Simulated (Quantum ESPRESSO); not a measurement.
```cif
data_B4N4
_chemical_formula_sum 'B4 N4'
_space_group_name_H-M_alt 'Fmm2'
_space_group_IT_number 42
_space_group_name_Hall 'F 2 -2'
_cell_length_a 2.50661
_cell_length_b 6.66989
_cell_length_c 4.33576
_cell_angle_alpha 90.000
_cell_angle_beta 90.000
_cell_angle_gamma 90.000
loop_
_atom_site_label
_atom_site_type_symbol
_atom_site_symmetry_multiplicity
_atom_site_Wyckoff_symbol
_atom_site_fract_x
_atom_site_fract_y
_atom_site_fract_z
_atom_site_occupancy
B1 B 4 a 0.00000 0.00000 0.00011 1
N1 N 4 a 0.00000 0.00000 0.66659 1
```
(The calculation used a cell of 2 atoms; values per cell refer to that cell.)

Cell and atoms were relaxed with PBE+D3(BJ) from Materials Project entry mp-685145, within its symmetry.

### Question
What does PBEsol (Quantum ESPRESSO, PseudoDojo norm-conserving, 84 Ry, no spin-orbit coupling) give for the electronic structure near the Fermi level?

### Answer
The PBEsol gap is indirect, 3.44 eV, from 30 % of the way from A1 to Y to T; the smallest direct gap is 4.48 eV. 

This is not the ordinary phase of the substance; no match was found in the copy of COD used, and its stability was not checked.

Letters of k points follow the standard setting of the lattice, whose axes may be ordered differently from the printed cell.
